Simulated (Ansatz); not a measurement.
The start is a relaxed Co2Si cell, doubled along one cell vector, shaken by Gaussian noise of σ = 0.08 Å a coordinate. The cell and all atomic positions are relaxed at zero pressure with PBEsol (plane waves to 420 eV, PAW, scalar-relativistic; Ansatz, a quantum-chemistry and plane-wave program). The first steps use a coarse 3×5×6 k-mesh.

Initial structure:
```
Co2Si
1.0
    9.44994     0.00000     0.00000
    0.00000     4.72497     0.00000
    0.00000     0.00000     3.62984
Si Co
4 8
Direct
  0.24217   0.51254   0.52138
  0.74924   0.50437   0.47723
  0.99862   0.99593   0.98369
  0.50941   0.99612   0.00760
  0.40673   0.80347   0.48288
  0.91527   0.81358   0.48617
  0.15866   0.66119   0.97025
  0.66392   0.66652   0.94139
  0.33579   0.31938   0.99016
  0.82906   0.31539   0.97471
  0.09385   0.17170   0.49631
  0.58900   0.15573   0.49313
```
Spin-polarised start, with parallel moments on Co.

Problem. Which atoms feel the largest initial force, and how large is it?

Solution. About 4.4 eV/Å, on Si1 (atoms numbered as listed).

Problem. By how much does the energy per atom fall from start to end?

Solution. 0.92 eV/atom.

Problem. Does it find its way back to the structure it was made from?

Solution. It does not go back: it reaches Cm (No. 8), 0.83 eV/atom below the parent.

Problem. Is the relaxed structure metallic? Give its gap.

Solution. Zero (metallic).

Problem. What magnetic moments remain?

Solution. Net 0.46 μB/atom, ferromagnetic.

Problem. What does it relax into? Give the structure.

Solution. 
Space group Cm (No. 8); a = 7.558 Å, b = 3.460 Å, c = 9.927 Å, α = 90.00°, β = 105.63°, γ = 90.00°

| atom | site | symmetry | x | y | z |
|---|---|---|---|---|---|
| Si | 2a | m | 0.2178 | 0.0000 | 0.7485 |
| Si | 2a | m | 0.4114 | 0.5000 | 0.1865 |
| Si | 2a | m | 0.1983 | 0.0000 | 0.9989 |
| Si | 2a | m | 0.2341 | 0.0000 | 0.4860 |
| Co | 2a | m | 0.3873 | 0.5000 | 0.6680 |
| Co | 2a | m | 0.0328 | 0.5000 | 0.0852 |
| Co | 2a | m | 0.3711 | 0.5000 | 0.9192 |
| Co | 2a | m | 0.0779 | 0.5000 | 0.3401 |
| Co | 2a | m | 0.0640 | 0.5000 | 0.5844 |
| Co | 2a | m | 0.2418 | 0.0000 | 0.2375 |
| Co | 2a | m | 0.0461 | 0.5000 | 0.8335 |
| Co | 2a | m | 0.4012 | 0.5000 | 0.4204 |
(The calculation used a cell of 12 atoms; values per cell refer to that cell.)

Final values are on a 12×12×4 k-mesh of the relaxed cell. Spin state reached: ferromagnetic (net 0.46 μB/atom), from parallel starting moments; other spin orders were not run from this start.

The relaxed structure here is a generated cell of Co2Si: the first start was made by placing the elements on the sites of a structure type, and the end was not matched to a known phase here, so it may be hypothetical.
